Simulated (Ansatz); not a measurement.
CaO at 20 GPa: from Born charge to LO–TO splitting and polaron coupling

Method: Ansatz 0.2.0, DFT LDA, scalar-relativistic, plane waves, PAW. Cutoff 420 eV, 10×10×10 k-points (Γ-centred), fixed occupations. No spin polarisation. Phonons by linear response, acoustic sum rule imposed.

The cell, relaxed at 20 GPa:
```cif
data_structure
_symmetry_space_group_name_H-M 'Fm-3m'
_symmetry_Int_Tables_number 225
_cell_length_a 4.5242
_cell_length_b 4.5242
_cell_length_c 4.5242
_cell_angle_alpha 90.000
_cell_angle_beta 90.000
_cell_angle_gamma 90.000
_cell_volume 92.60
loop_
_atom_site_label
_atom_site_type_symbol
_atom_site_symmetry_multiplicity
_atom_site_Wyckoff_symbol
_atom_site_fract_x
_atom_site_fract_y
_atom_site_fract_z
_atom_site_occupancy
Ca1 Ca 4 a 0.00000 0.00000 0.00000 1
O1 O 4 b 0.50000 0.00000 0.00000 1
```

Other phases may be more stable at this pressure.

Linear response gives ν_TO = 377.6 cm⁻¹, Born charges ±2.438 e (positive on Ca) and ε∞ = 3.995. The primitive cell holds 23.151 Å³, and the masses are 40.078 and 15.999 amu.

Question: Find ν_LO and the static dielectric constant.

Answer: The long-wave field adds a restoring force: ω_LO² − ω_TO² = Z*²e²/(ε_vac ε∞ μV). In these units ν_LO² − ν_TO² = 4.92064×10⁷ Z*²/(μ V ε∞) cm⁻², with μ = m₁m₂/(m₁ + m₂) = 11.434 amu: 276573 cm⁻². So ν_LO = √(377.6² + 276573) = 647.4 cm⁻¹, and the run gives 647.4. Lyddane–Sachs–Teller then gives ε0 = ε∞ (ν_LO/ν_TO)² = 11.74, against 11.74 in the run (it forms both from the same three quantities, so the match checks the arithmetic only). Between ν_TO and ν_LO the dielectric function is negative and an undamped crystal reflects fully: a reststrahlen band from 15.4 to 26.5 μm.

Question: What do the Clausius–Mossotti polarisability and the Szigeti charge come to?

Answer: With the Lorentz local field, α = (3V/4π)(ε∞ − 1)/(ε∞ + 2) = 2.76 Å³ for the pair, and e_S = 3Z*/(ε∞ + 2) = 1.22 e. The Born charge includes the electrons' response to the dipole's own local field, and e_S takes that enhancement out. The Lorentz field assumes point-like polarisable ions, a fair picture at this small ε∞.

Question: How strongly does a slow electron couple to the LO mode?

Answer: For one isotropic parabolic band, Fröhlich's constant is α_F = (1/ε∞ − 1/ε0) √(m* Ry/ħω_LO), with Ry = 13.606 eV, ħω_LO = 80.3 meV and m* in free-electron masses: α_F = 0.1652 × 13.02 × √m* = 2.15 √m*. The band mass isn't part of this run; for m* = 0.1, 0.3 and 1 it gives 0.68, 1.18, 2.15. In weak coupling the polaron lies α_F ħω_LO below the band edge (95 meV at m* = 0.3) with a mass m*(1 + α_F/6); past α_F of about 5 or 6 that expansion fails. A semilocal functional's ε∞ tends to be too large, which taken alone lowers α_F.

Cost: 1 run of about 0.39 core-minutes, on Arm Neoverse N1 (shared hosts).